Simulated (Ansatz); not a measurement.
Relaxed-ion elastic tensor of HfO2 (rutile, space group No. 136) in GPa (Voigt order), plane-wave PAW LDA (Ansatz code); density 9.56 g/cm³, 12.18 Å³ per atom.

|  | 1 | 2 | 3 | 4 | 5 | 6 |
|---|---|---|---|---|---|---|
| 1 | 290 | 212 | 163 | 0.0 | 0.0 | 0.0 |
| 2 | 212 | 290 | 163 | 0.0 | 0.0 | 0.0 |
| 3 | 163 | 163 | 499 | 0.0 | 0.0 | 0.0 |
| 4 | 0.0 | 0.0 | 0.0 | 106 | 0.0 | 0.0 |
| 5 | 0.0 | 0.0 | 0.0 | 0.0 | 106 | 0.0 |
| 6 | 0.0 | 0.0 | 0.0 | 0.0 | 0.0 | 226 |

Problem. Is the crystal mechanically stable?

Solution. Yes: the smallest eigenvalue of C is 78.4 GPa.

Problem. Work out the Voigt, Reuss and Hill averages.

Solution. K_V = 239, K_R = 233, K_H = 236; G_V = 124, G_R = 89.1, G_H = 106 GPa.

Problem. Give Young's modulus, Poisson's ratio, Pugh's ratio and the universal anisotropy index.

Solution. E = 9KG/(3K + G) = 277 GPa; ν = 0.30; K/G = 2.22 (ductile by the Pugh limit of 1.75); A_U = 5G_V/G_R + K_V/K_R − 6 = 1.97.

Problem. Estimate the sound speeds and the Debye temperature.

Solution. v_l = √((K + 4G/3)/ρ) = 6290 m/s, v_t = √(G/ρ) = 3330 m/s, mean 3730 m/s; Θ = (h/k)(3n/4πV)^(1/3) v_m = 482 K.

Problem. How much does each axis shrink under pressure?

Solution. Linear compressibilities β_i = Σ_j S_ij (j = 1 to 3): x 1.7, y 1.7, z 0.89 per TPa.

Space group P4_2/mnm (rutile). The workflow started from a Materials Project entry (that database holds measured and hypothetical structures alike); the Crystallography Open Database copy checked does not list it. It is not the phase usual at ambient conditions (space group No. 14, 29). Symmetry was held in the LDA relaxation; of distortions, only those at the zone centre were tested. The run is not spin-polarised. Spin–orbit coupling is left out wherever it is not named.

Potentials: the earlier of the program's two PAW sets.
